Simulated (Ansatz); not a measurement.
GaAs:
```yaml
crystal:
  lattice:
    - [7.02321, 0.00000, 0.00000]
    - [0.00000, 7.02321, 0.00000]
    - [0.00000, 0.00000, 4.06158]
  atoms:
    - { symbol: Ga, position: [0.32395, 0.67605, 0.00000] }
    - { symbol: Ga, position: [0.67605, 0.32395, 0.00000] }
    - { symbol: Ga, position: [0.82395, 0.82395, 0.50000] }
    - { symbol: Ga, position: [0.17605, 0.17605, 0.50000] }
    - { symbol: As, position: [0.31820, 0.31820, 0.00000] }
    - { symbol: As, position: [0.68180, 0.68180, 0.00000] }
    - { symbol: As, position: [0.18180, 0.81820, 0.50000] }
    - { symbol: As, position: [0.81820, 0.18180, 0.50000] }
```

Relaxed with PBE. Special points in fractions of this cell's reciprocal vectors: Γ (0.000, 0.000, 0.000); X (0.000, 0.500, 0.000); M (0.500, 0.500, 0.000); Z (0.000, 0.000, 0.500); R (0.000, 0.500, 0.500); A (0.500, 0.500, 0.500).

Problem. List the band energies nearest the valence-band maximum at these points for plane-wave PAW PBE with spin–orbit coupling (Ansatz code).

Solution. In eV from the valence-band maximum; about four levels below and three above (degenerate sets whole), none deeper than 8.9 eV; points with the same levels are listed once.

| k | below | above |
|---|---|---|
| Γ | -0.06 -0.06 0.00 0.00 | 0.11 0.11 1.03 1.03 |
| X | -0.73 -0.73 -0.73 -0.73 | 1.63 1.63 1.63 1.63 |
| M | -1.28 -1.28 -1.28 -1.28 | 1.57 1.57 1.57 1.57 |
| Z | -2.07 -2.07 -2.07 -2.07 | 2.27 2.27 2.27 2.27 |
| R | -1.24 -1.24 -1.22 -1.22 | 1.65 1.65 1.67 1.67 |
| A | -1.58 -1.58 -1.58 -1.58 | 0.57 0.57 0.57 0.57 |

Space group P4_2/mnm. The start of the workflow was typed in or built on a structure type; neither database checked (COD, Materials Project) lists it. It is not the phase usual at ambient conditions (space group No. 216). The cell was relaxed with PBE under the symmetry of its start; whether a distortion lowers the energy is not shown. The volume moved by 22 % from the start of the relaxation.

Potentials: the later of the program's two PAW sets.
